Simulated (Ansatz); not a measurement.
Data:

SiC:
```
CELL_PARAMETERS angstrom
      0.00000     2.16455     2.16455
      2.16455     0.00000     2.16455
      2.16455     2.16455     0.00000
ATOMIC_POSITIONS crystal
  C  0.75000 0.75000 0.75000
  Si 0.00000 0.00000 0.00000
```

This is the LDA-relaxed structure.

### Question
All from LDA (plane waves, PAW; program Ansatz), unless another level is named. Estimate the formation energy from the elements (no fitted shifts).

### Answer
-0.28 eV/atom.

### Question
What about the band gap?

### Answer
1.30 eV (indirect).

### Question
And the conduction-band minimum?

### Answer
at X (3 equivalent valleys).

### Question
And the weight of the valence-edge state by species (Voronoi cells)?

### Answer
C 79 %, Si 21 %.

Space group F-43m (zinc blende). The cell was relaxed with LDA under the symmetry of its start; phonons on a q-mesh show no instability. The references are the lowest solids computed at this level, not always the standard phases.

Potentials: the later of the program's two PAW sets.
